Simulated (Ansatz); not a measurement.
Space group Fm-3m (No. 225). a = 9.825 Å, b = 9.825 Å, c = 9.825 Å, α = 90.00°, β = 90.00°, γ = 90.00°
| atom | site | symmetry | x | y | z |
| --- | --- | --- | --- | --- | --- |
| K | 8c | -43m | 0.2500 | 0.7500 | 0.7500 |
| K | 4b | m-3m | 0.5000 | 0.0000 | 0.0000 |
| Li | 4a | m-3m | 0.0000 | 0.0000 | 0.0000 |

Equation of state of this K₃Li structure (not necessarily the ground state), with shape and atoms relaxed at each volume where symmetry leaves them free. It has no gap at any of these volumes. These are results of DFT r2SCAN, scalar-relativistic, plane waves, PAW (Ansatz 0.2.0), not measurements.

Settings: cutoff 500 eV, Γ-centred mesh 8×8×8 on the computed 4-atom cell, Gaussian smearing of 0.10 eV; no spin polarisation.

```csv
V (Å³/atom),E − E(largest V) (meV/atom),P (GPa)
55.715,0.77,0.31
57.494,-1.72,0.15
59.272,-2.53,0.01
61.050,-1.90,-0.11
62.828,0.00,-0.22
```

Question: Fit a third-order Birch–Murnaghan equation to E(V).

Answer: V0 = 59.34 Å³/atom, B0 = 4 GPa, B0' = 3.6.